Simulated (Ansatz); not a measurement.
Level of theory: DFT PBE, scalar-relativistic, plane waves, PAW in Ansatz. Settings: cutoff 420 eV, Γ-centred meshes spaced at most about 0.3 Å⁻¹, and about 0.25 Å⁻¹ or finer for metals (2π included), Gaussian smearing. No spin polarisation in the final relaxations.

These are static total energies at zero pressure. All come from trial cells, and lower structures may exist.

Task: Which of these relaxed structures of MgSiN is the lowest in energy?
A.

Space group P4/mmm (No. 123). a = 2.730 Å, b = 2.730 Å, c = 6.014 Å, α = 90.00°, β = 90.00°, γ = 90.00°
| atom | site | symmetry | x | y | z |
| --- | --- | --- | --- | --- | --- |
| Mg | 1d | 4/mmm | 0.5000 | 0.5000 | 0.5000 |
| Si | 1c | 4/mmm | 0.5000 | 0.5000 | 0.0000 |
| N | 1a | 4/mmm | 0.0000 | 0.0000 | 0.0000 |

B.

Space group P4/mmm (No. 123). a = 3.067 Å, b = 3.067 Å, c = 3.825 Å, α = 90.00°, β = 90.00°, γ = 90.00°
```tsv
atom	site	symmetry	x	y	z
Mg	1a	4/mmm	0.0000	0.0000	0.0000
Si	1d	4/mmm	0.5000	0.5000	0.5000
N	1c	4/mmm	0.5000	0.5000	0.0000
```

C.

Space group Pmmn:1 (No. 59). a = 2.964 Å, b = 3.811 Å, c = 8.543 Å, α = 90.00°, β = 90.00°, γ = 90.00°
| atom | site | symmetry | x | y | z |
| --- | --- | --- | --- | --- | --- |
| Mg | 2a | mm2 | 0.5000 | 0.5000 | 0.8736 |
| Si | 2b | mm2 | 0.0000 | 0.5000 | 0.5832 |
| N | 2a | mm2 | 0.5000 | 0.5000 | 0.4579 |

D.

Space group P4/nmm:1 (No. 129). a = 3.425 Å, b = 3.425 Å, c = 7.617 Å, α = 90.00°, β = 90.00°, γ = 90.00°
```tsv
atom	site	symmetry	x	y	z
Mg	2c	4mm	0.5000	0.0000	0.1576
Si	2c	4mm	0.5000	0.0000	0.5336
N	2a	-4m2	0.5000	0.5000	0.0000
```

Result: B. It has space group P4/mmm (No. 123); the next, C, with space group Pmmn (No. 59), lies 82 meV/atom higher. The shortest distance is 1.91 Å (Si–N) in the lowest and 1.83 Å (Si–N) in the next.

In P4/mmm at 12.0 Å³/atom, P4/mmm at 14.9 Å³/atom an odd number of electrons in the primitive cell allows no gap without spin; a larger cell or a magnetic state could open one. Cells relaxed within their symmetry can be saddle points. Some candidate types were left out of the draw beforehand, so a known form may be missing.
